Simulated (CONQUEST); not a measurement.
Set-up for a self-consistent single point of TiO2 (Imma, 12 atoms in the cell; from Materials Project mp-390, changed as shown).

```yaml
crystal:
  lattice:
    - [3.78254, 0.00000, 0.00000]
    - [0.00000, 3.82036, 0.00000]
    - [0.00000, 0.00000, 9.61502]
  atoms:
    - { symbol: Ti, position: [0.00000, 0.00000, 0.00000] }
    - { symbol: Ti, position: [0.00000, 0.50000, 0.25000] }
    - { symbol: Ti, position: [0.50000, 0.50000, 0.50000] }
    - { symbol: Ti, position: [0.50000, 0.00000, 0.75000] }
    - { symbol: O, position: [0.00000, 0.50000, 0.45715] }
    - { symbol: O, position: [0.00000, 0.00000, 0.20715] }
    - { symbol: O, position: [0.50000, 0.50000, 0.29285] }
    - { symbol: O, position: [0.00000, 0.50000, 0.04285] }
    - { symbol: O, position: [0.50000, 0.00000, 0.95715] }
    - { symbol: O, position: [0.50000, 0.50000, 0.70715] }
    - { symbol: O, position: [0.00000, 0.00000, 0.79285] }
    - { symbol: O, position: [0.50000, 0.00000, 0.54285] }
```

Computed with PBE, numerical atomic orbitals double-zeta with polarisation (the shipped basis), PseudoDojo norm-conserving potentials made for PBE run with CONQUEST.

CONQUEST settings:

* **basis**: DZP
* **Diag.MPMeshX, Y, Z**: 5 5 2
* **potentials**: PseudoDojo norm-conserving PBE
* **Grid.GridCutoff**: 140 Ha
* **DM.SolutionMethod**: diagon
* **Diag.SmearingType**: 1
* **Diag.kT**: 0.000367 Ha
* **Diag.GammaCentred**: true
* **Diag.MPOrder**: 0
* **minE.SCTolerance**: 1.0e-06
* **SC.MaxIters**: 100
* **SC.LinearMixingFactor**: 0.3
* **AtomMove.TypeOfRun**: static

Results:

Number of valence electrons: 96
Number of bands: 180
Number of k-points after the program's reduction: 38
Size of the basis: 180
Number of SCF iterations: 9
FFT grid: 40 × 40 × 100
Free energy E − TS: -10076.8154 eV
Pressure: 3.23 GPa
Largest force (vector length): 0.259 eV/Å

Forces (eV/Å):
```
atom     Fx     Fy      Fz
----  -----  -----  ------
Ti1   0.000  0.000   0.259
Ti2   0.000  0.000  -0.259
Ti3   0.000  0.000   0.259
Ti4   0.000  0.000  -0.259
O5    0.000  0.000  -0.039
O6    0.000  0.000  -0.047
O7    0.000  0.000   0.039
O8    0.000  0.000   0.047
O9    0.000  0.000  -0.039
O10   0.000  0.000  -0.047
O11   0.000  0.000   0.039
O12   0.000  0.000   0.047
```

For comparison: a first run was changed to give this one (lattice vector b scaled by 1.01), and from it to this one the free energy goes down by 2.3 meV/atom, the pressure goes from 5.35 to 3.23 GPa and the largest force goes from under 0.1 to 0.26 eV/Å.

The program uses no crystal symmetry, so grid and mesh can part values that symmetry would make equal. The atom-centred basis is finite, which shifts total energies, pressures and forces against plane waves. The structure comes from a collection of computed structures, made at another level of theory; the collection holds predicted forms beside known ones.

Cost on one core: very roughly 100 core-seconds.
